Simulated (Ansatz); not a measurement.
Hf2N (anti-rutile, P4_2/mnm), the program Ansatz at the r²SCAN level (PAW), all energies at zero smearing, with the estimated change up to a 700 eV cutoff added, with one set of potentials and settings (totals compare only within such a set). Cell of 6 atoms (4 Hf, 2 N): -63709.973 eV.

| element | reference phase | E (eV/atom) |
|---|---|---|
| Hf | P6_3/mmc, 2 atoms in the cell | -15733.0631 |
| N | Pa-3, 8 atoms in the cell | -384.8315 |

Formation energy per atom, worked out: (-63709.973 − 4×(-15733.0631) − 2×(-384.8315))/6 = -1.343 eV/atom (-130 kJ per mol of atoms), at 0 K, without zero-point energy or fitted corrections.

The workflow started from a Materials Project entry (that database holds measured and hypothetical structures alike); the Crystallography Open Database copy checked does not list it. Its standing as an ambient phase is unchecked. The cell was relaxed with r²SCAN under the symmetry of its start; whether a distortion lowers the energy is not shown. No spin polarisation was allowed. The references are the lowest solids computed at this level, not always the standard phases (solids in place of the gases). Spin–orbit coupling is left out wherever it is not named.

Potentials: the later of the program's two PAW sets.
